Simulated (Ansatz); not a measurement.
BAs:
```yaml
crystal:
  lattice:
    - [0.00000, 2.38584, 2.38584]
    - [2.38584, 0.00000, 2.38584]
    - [2.38584, 2.38584, 0.00000]
  atoms:
    - { symbol: B, position: [0.25000, 0.25000, 0.25000] }
    - { symbol: As, position: [0.50000, 0.50000, 0.50000] }
```

Relaxed with HSE06.

Question: Give the Bader charges and basin volumes of the independent atoms, the program Ansatz at the HSE06 level (PAW).

Answer: 

```
atom  Bader charge (e)  Bader volume (Å³)
----  ----------------  -----------------
B1               +0.19                8.7
As2              -0.19               18.5
```

Space group F-43m (zinc blende). The cell was relaxed with HSE06 under the symmetry of its start. The volume moved by 17 % from the start of the relaxation.

Potentials: the later of the program's two PAW sets.
